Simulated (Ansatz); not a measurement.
Energy landscape near a GaCu$_{3}$ structure

Level of theory: DFT PBEsol, scalar-relativistic, plane waves, PAW (Ansatz).

Plane waves to 420 eV, a k mesh through Γ of 16×16×16 on the computed 4-atom cell and Gaussian smearing (0.10 eV); no spin polarisation.

Reference cell:

```xyz
4
Lattice="-1.8167 1.8167 3.6790 1.8167 -1.8167 3.6790 1.8167 1.8167 -3.6790" Properties=species:S:1:pos:R:3 pbc="T T T"
Ga    0.0000    0.0000    0.0000
Cu    0.0000    1.8167    1.8395
Cu    1.8167    0.0000    1.8395
Cu    0.0000    0.0000    3.6790
```

Each variant moves atoms of this cell by the vectors given, if any (Å), and then applies a symmetric strain (tensor components, Cartesian axes). The reference cell isn't relaxed at this level. Energies are per atom at zero smearing, counted from the lowest variant. Pressure is positive in compression.

1. strain (xx yy zz yz xz xy, %) 4.32 4.32 5.82 0.00 0.00 0.00; moves: Ga1 (0.000, 0.000, 0.104); Cu2 (0.000, 0.000, -0.037); Cu3 (0.000, 0.000, -0.037); Cu4 (0.000, 0.000, -0.030)
2. strain (xx yy zz yz xz xy, %) 3.04 3.04 0.04 0.00 0.00 0.00
3. strain (xx yy zz yz xz xy, %) 2.71 2.71 -6.29 0.00 0.00 0.00

Problem. Order the variants by energy, lowest first.

Solution. 3 (0.0 meV/atom), 2 (23.5 meV/atom), 1 (117.4 meV/atom).

Problem. Order them by pressure, highest first.

Solution. 3 (0.21 GPa), 2 (-9.07 GPa), 1 (-15.17 GPa).